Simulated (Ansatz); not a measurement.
An Ansatz (a quantum-chemistry and plane-wave program) run. Input:

Ansatz 0.2 input:
```yaml
crystal:
  lattice:
    - [3.6599193171, 2.1130554029, 2.3218041375]
    - [-3.6599193171, 2.1130554029, 2.3218041375]
    - [0.0, -4.2261108059, 2.3218041375]
  atoms:
    - { symbol: Ba, position: [0.5, 0.5, 0.5] }
    - { symbol: Ni, position: [0.0, 0.0, 0.0] }
    - { symbol: F, position: [0.7356306357, 0.7356306357, 0.073366796] }
    - { symbol: F, position: [0.2643693643, 0.2643693643, 0.926633204] }
    - { symbol: F, position: [0.073366796, 0.7356306357, 0.7356306357] }
    - { symbol: F, position: [0.926633204, 0.2643693643, 0.2643693643] }
    - { symbol: F, position: [0.7356306357, 0.073366796, 0.7356306357] }
    - { symbol: F, position: [0.2643693643, 0.926633204, 0.2643693643] }
kpoints:
  mp_grid: { grid: [5, 5, 5] }
hamiltonian:
  xc: r2scan
  pseudopotentials: { kind: paw }
scf:
  occupations: { method: fixed }
output:
  optics: { e_range: [0.0, 15.0], de: 0.05, sigma: 0.1, bands: { spectra_wanted_up_to: 12 eV } }
```

Output (shortened):

```
output.optics: the spectra are integrated over the Brillouin zone by k·p interpolation around the k-points, where levels, occupations, output.optics.sigma and …
Pseudopotential: Ba, paw, valence charge 10
Pseudopotential: Ni, paw, valence charge 18
Pseudopotential: F, paw, valence charge 7
Functional definition: r2SCAN
Crystal: 8 atoms, lattice volume = 107.736 Å³
Basis set: ecut = 500 eV, 2745 PW (Γ), exchange–correlation on 144×144×144 points (64 copies of the dense FFT grid, shifted against one another)
Bands: 43, of which v1, the nominal top of the filled ones, is band 35 counted from 1 (34 counted from 0)
Symmetry: 12 space group operations
Space group: R-3m (ITA 166), of the structure as read, at distance tolerance 4.8e-5 Å
k-points: 19 of 125
SCF iter   1: F=—  HF=-16673.005124 eV  |F-HF|=—  |Δ(HF+E_count)|=         —  Δρ=2.47e-2  dr2=5.67e-1  dr2_τ=2.68e-1  ethr=1.77e-3  ⟨swp⟩=5.6  Hψ=2883  notcnv=0  defer=122
preconditioner: auto → Resta (q_TF=auto, 2.539 Å⁻¹)
SCF iter   2: F=—  HF=-16673.211123 eV  |F-HF|=—  |Δ(HF+E_count)|=   2.06e-1  Δρ=3.59e-2  dr2=8.32e-1  dr2_τ=2.00e-2  ethr=8.10e-4  ⟨swp⟩=3.0  Hψ=1691  notcnv=0  defer=114
SCF iter   3: F=—  HF=-16673.100521 eV  |F-HF|=—  |Δ(HF+E_count)|=   1.11e-1  Δρ=8.75e-3  dr2=3.42e-2  dr2_τ=2.09e-3  ethr=8.10e-4  ⟨swp⟩=3.0  Hψ=933  notcnv=0  defer=108
SCF iter   4: F=—  HF=-16673.097360 eV  |F-HF|=—  |Δ(HF+E_count)|=   3.16e-3  Δρ=2.87e-3  dr2=5.17e-3  dr2_τ=1.19e-4  ethr=4.89e-5  ⟨swp⟩=3.0  Hψ=1453  notcnv=0  defer=114
SCF iter   5: F=—  HF=-16673.096881 eV  |F-HF|=—  |Δ(HF+E_count)|=   4.79e-4  Δρ=8.64e-4  dr2=6.00e-4  dr2_τ=1.24e-5  ethr=7.39e-6  ⟨swp⟩=3.1  Hψ=993  notcnv=0  defer=114
SCF iter   6: F=—  HF=-16673.096832 eV  |F-HF|=—  |Δ(HF+E_count)|=   4.85e-5  Δρ=2.94e-4  dr2=6.89e-5  dr2_τ=8.14e-7  ethr=8.56e-7  ⟨swp⟩=2.1  Hψ=1166  notcnv=0  defer=114
SCF iter   7: F=—  HF=-16673.096827 eV  |F-HF|=—  |Δ(HF+E_count)|=   5.62e-6  Δρ=6.92e-5  dr2=3.47e-6  dr2_τ=6.34e-8  ethr=9.84e-8  ⟨swp⟩=1.2  Hψ=798  notcnv=0  defer=99
SCF iter   8: F=—  HF=-16673.096823 eV  |F-HF|=—  |Δ(HF+E_count)|=   3.49e-6  Δρ=2.84e-5  dr2=7.04e-7  dr2_τ=9.32e-9  ethr=4.96e-9  ⟨swp⟩=2.1  Hψ=1410  notcnv=0  defer=73
SCF iter  12: F=-16673.096823 eV  HF=-16673.096823 eV  |F-HF|=1.46e-11  |Δ(HF+E_count)|=  7.28e-12  Δρ=8.47e-8  dr2=5.76e-12  dr2_τ=5.71e-14  ethr=1.00e-12  ⟨swp⟩=13.2  Hψ=3765  notcnv=0
SCF 1 converged in 12 iterations: F = -16673.096823 eV  dr2 = 5.76e-12
NSCF: frozen V_eff on 19 k-points
Optics k sum: 0 of 19 k-points
Optics k sum: 1 of 19 k-points
Optics k sum: 2 of 19 k-points
Optics k sum: 3 of 19 k-points
Optics k sum: 4 of 19 k-points
Optics k sum: 5 of 19 k-points
Optics k sum: 6 of 19 k-points
Optics k sum: 7 of 19 k-points
Optics k sum: 8 of 19 k-points
Optics k sum: 9 of 19 k-points
Optics k sum: 10 of 19 k-points
Optics k sum: 11 of 19 k-points
Optics k sum: 12 of 19 k-points
Optics k sum: 13 of 19 k-points
Optics k sum: 14 of 19 k-points
Optics k sum: 15 of 19 k-points
Optics k sum: 16 of 19 k-points
Optics k sum: 17 of 19 k-points
Optics k sum: 18 of 19 k-points
Optics k sum: 19 of 19 k-points
Optics k sum: 0 of 19 k-points
Optics k sum: 1 of 19 k-points
Optics k sum: 2 of 19 k-points
Optics k sum: 3 of 19 k-points
Optics k sum: 4 of 19 k-points
Optics k sum: 5 of 19 k-points
Optics k sum: 6 of 19 k-points
Optics k sum: 7 of 19 k-points
Optics k sum: 8 of 19 k-points
Optics k sum: 9 of 19 k-points
Optics k sum: 10 of 19 k-points
Optics k sum: 11 of 19 k-points
Optics k sum: 12 of 19 k-points
Optics k sum: 13 of 19 k-points
Optics k sum: 14 of 19 k-points
Optics k sum: 15 of 19 k-points
Optics k sum: 16 of 19 k-points
Optics k sum: 17 of 19 k-points
Optics k sum: 18 of 19 k-points
Optics k sum: 19 of 19 k-points
NSCF: frozen V_eff on 1 k-points
NSCF: frozen V_eff on 1 k-points
NSCF: frozen V_eff on 1 k-points
NSCF: frozen V_eff on 1 k-points
NSCF: frozen V_eff on 1 k-points
WARN: output.optics: on 4 of the rows wanted, those up to 12.000 eV, the energy-loss function is not bounded in the bands left out, and is left empty along …
SCF converged after 12 iterations
Free energy (F): -16673.096823 eV
Harris-Foulkes:  -16673.096823 eV  (|F-HF|=1.46e-11)
Internal energy: -16673.096823 eV  (E = F + TS)
E sigma→0 (E₀):  -16673.096823 eV
Fermi energy:    3.037053 eV
--- Per-component energies (eV) ---
  E_band       = -856.004316
  E_kinetic    = 1686.999761
  E_local      = -9926.319521  (includes V_loc(G=0)·N_el)
  E_nonlocal   = 1115.717918
  E_hartree    = 4068.725109
  E_xc         = -711.230099
  E_vxc        = -960.479057  (∫ρ·V_xc dr)
  E_paw        = -8094.772249  (= ΣΔE_a)
  E_vpaw       = -975.877212  (= ΣTr[D̂ρ^β])
  E_aug_tail   = 0.006255  (compensation charges beyond the density's cutoff)
  E_vtau       = 66.497523  (kinetic-family band-sum trace: ∫τ·v_τ [+ j·A + Jᵃ·Aᵃ] dr)
  E_ewald      = -4811.805995
  E_core_change = -0.418002  (= ΣΔE_core)
  E_smearing   =  0.000000  (= −TS)
  E_closure    = 0.000000  (closes the sum)
  Σ components = -16673.096823   (vs F -16673.096823, Δ=0.00e0)
  [band-id]    e_kinetic+e_local+e_nonlocal+2·e_hartree+e_vxc+e_vpaw+e_augmentation_tail+e_vtau = -856.004116   (vs E_band -856.004316, Δ=2.00e-4)
--- Band table (eV; the first three rows and the last of 19) ---
  k-point 0: bands = ["-104.7082", "-63.6236", "-63.5443", "-63.5443", "-20.9792", "-19.2712", "-18.7010", "-18.6440", "-18.6440", "-18.5993", "-18.5993", "-5.6380", "-5.6380", "-5.5310", "-1.8864", "-1.7115", "-1.7115", "-1.0313", "-1.0313", "-0.9971", …
  k-point 1: bands = ["-104.7082", "-63.6236", "-63.5443", "-63.5443", "-20.9404", "-19.3333", "-18.6996", "-18.6609", "-18.6411", "-18.6019", "-18.5734", "-5.6665", "-5.6410", "-5.5568", "-1.6913", "-1.6226", "-1.6105", "-1.0451", "-0.9494", "-0.9008", …
  k-point 2: bands = ["-104.7082", "-63.6236", "-63.5443", "-63.5443", "-20.8711", "-19.4405", "-18.6945", "-18.6577", "-18.6355", "-18.6072", "-18.5643", "-5.7465", "-5.6460", "-5.5590", "-1.4840", "-1.3966", "-1.2711", "-1.0499", "-0.7755", "-0.7102", …
  k-point 18: bands = ["-104.7082", "-63.6236", "-63.5443", "-63.5443", "-20.7554", "-19.3380", "-18.8032", "-18.7291", "-18.7267", "-18.6040", "-18.5833", "-5.7772", "-5.6004", "-5.5953", "-1.5451", "-1.4848", "-1.4570", "-0.8260", "-0.7448", "-0.7035", …
```

Cost: about 3.0 core-minutes (a rough figure) on shared cores.

The first step of the workflow began from a Materials Project structure, measured or hypothetical; the Crystallography Open Database copy checked does not list it. Its standing as an ambient phase is unchecked. The r²SCAN relaxation kept the symmetry of its start; whether a distortion lowers the energy is not shown. The run is not spin-polarised. No Hubbard U is applied. Spin–orbit coupling is left out wherever it is not named.

Potentials: the later of the program's two PAW sets.

Ansatz is a plane-wave DFT program.
